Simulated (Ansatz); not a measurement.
Be (hcp (Mg type), P6_3/mmc) at seven volumes, the program Ansatz at the PBE level (PAW), shape and atoms relaxed at each. One row is withheld.

```
V (Å³/atom)  P (GPa)
-----------  -------
7.194          13.51
7.431           8.39
7.668           3.92
7.905          -0.01
8.142              ?
8.379          -6.49
8.617          -9.16
```

**Question.** Fit the shown pressures and predict the withheld one.

**Answer.** P = (3/2)B₀(x^(7/2) − x^(5/2))[1 + (3/4)(B′ − 4)(x − 1)] with x = (V₀/V)^(2/3). Least squares on the six rows gives V₀ = 7.904 Å³/atom, B₀ = 123 GPa, B′ = 3.35. At V = 8.142, x = 0.9804 and P = -3.47 GPa. The run itself gave -3.46 GPa.

The PBE relaxation kept the symmetry of its start.

Potentials: the earlier of the program's two PAW sets.
